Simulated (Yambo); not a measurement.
Yambo run on BN (rhombohedral, space group R3m, No. 160). The wavefunctions are PBEsol (pw.x of Quantum ESPRESSO, ONCV potentials, without SOC) ones on a 6×6×6 mesh (4 occupied bands); a = 3.596 Å, b = 3.596 Å, c = 3.596 Å, α = 40.76°, β = 40.76°, γ = 40.76°.

Yambo input:

```
rim_cut
HF_and_locXC
RandQpts= 1000000
RandGvec= 1 Ry
EXXRLvcs= 84 Ry
VXCRLvcs= 336 Ry
% QPkrange
 1 | 1 | 4 | 5 |
 4 | 4 | 4 | 5 |
 12 | 12 | 4 | 5 |
 13 | 13 | 4 | 5 |
 32 | 32 | 4 | 5 |
%
```

k points by index: 1 = Γ, 4 = L, 12 = (0, 0.333, -0.333), 13 = F, 32 = Z.

The o-*.hf file then holds:

```
#    K-point    Band    Eo [eV]    Ehf [eV]    Vxc [eV]    Vnlxc [eV]
#
    1    4    -1.250744    -5.786793    -18.21962    -22.75567
    1    5    5.148750    9.559161    -9.030701    -4.620289
    4    4    -0.548331    -4.136971    -15.95516    -19.54379
    4    5    5.280239    10.65456    -11.42133    -6.047012
    12    4    0.000000    -3.378806    -16.37900    -19.75781
    12    5    4.651314    9.963300    -11.09030    -5.778311
    13    4    -1.216438    -5.024289    -15.12939    -18.93724
    13    5    4.153503    8.972236    -10.81456    -5.995825
    32    4    -1.273111    -5.821221    -18.19598    -22.74409
    32    5    10.23211    16.95331    -13.95159    -7.230385
```
Exchange alone, without screening.

Geometry relaxed with PBE+D3(BJ).

This is not the ordinary phase of the substance; no match was found in the copy of COD used, and its stability was not checked.
